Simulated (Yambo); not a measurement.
G0W0@LDA for AlP (wurtzite, space group P6_3mc, No. 186) in Yambo. Reference settings: 6×6×2 Γ-centred k mesh, 179 bands and a 10 Ry block in the screening, 179 bands in G with the Bruneval-Gonze terminator, plasmon pole fitted at 27.2 eV. The LDA gap Γ → M on this mesh is 1.79 eV; G0W0 gaps are taken between the same points.

The settings were changed. The gap went from 2.80 eV to 2.70 eV, and the shift of the valence edge from -0.84 eV to -0.57 eV.

Q: What was changed between the two runs?
A. 93 bands in W, 93 bands in G, no terminator
B. 33 bands in W, 33 bands in G, 6 Ry block
C. 33 bands in W, 33 bands in G, 4 Ry block
D. 33 bands in W, 33 bands in G, 2 Ry block

A: A, 93 bands in W, 93 bands in G, no terminator. The others gave (gap, valence shift): 33 bands in W, 33 bands in G, 2 Ry block: 2.53, -0.09 eV; 33 bands in W, 33 bands in G, 4 Ry block: 2.64, -0.21 eV; 33 bands in W, 33 bands in G, 6 Ry block: 2.73, -0.30 eV.

Geometry relaxed with LDA; primitive cell a = 3.8310 Å, b = 3.8310 Å, c = 6.2871 Å, α = 90.00°, β = 90.00°, γ = 120.00°.

This is not the ordinary phase of the substance; no match was found in the copy of COD used, and its stability was not checked.

A shift is the quasiparticle energy of the state minus its LDA energy.
